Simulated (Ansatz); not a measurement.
Cu Kα1 powder pattern (kinematic, no thermal factors).
```
2θ (°)  relative intensity
 26.61                   3
 31.31                 100
 32.73                   4
 42.67                  36
 46.98                  31
 50.00                   7
 57.53                   4
 57.55                  17
 58.44                   5
 65.32                  10
 71.04                  13
 74.99                   8
 77.35                   2
 77.36                  14
 84.28                  10
 87.33                   5
```

The pattern is computed from a structure relaxed with DFT PBE, scalar-relativistic, plane waves, PAW in Ansatz 0.2.0. No spin polarisation. Its elements are As, In.

**Question.** Give the structure.

**Answer.** InAs₂.
Space group P-3m1 (No. 164). a = 3.865 Å, b = 3.865 Å, c = 5.468 Å, α = 90.00°, β = 90.00°, γ = 120.00°
```json
{"atom": "In", "site": "1b", "symmetry": "-3m.", "x": "0.0000", "y": "0.0000", "z": "0.5000"}
{"atom": "As", "site": "2d", "symmetry": "3m.", "x": "0.3333", "y": "0.6667", "z": "0.1313"}
```

A pattern alone doesn't exclude other cells with like lines; this is the one computed.

The structure comes from a generated guess; another structure or a mixture of phases may lie lower.
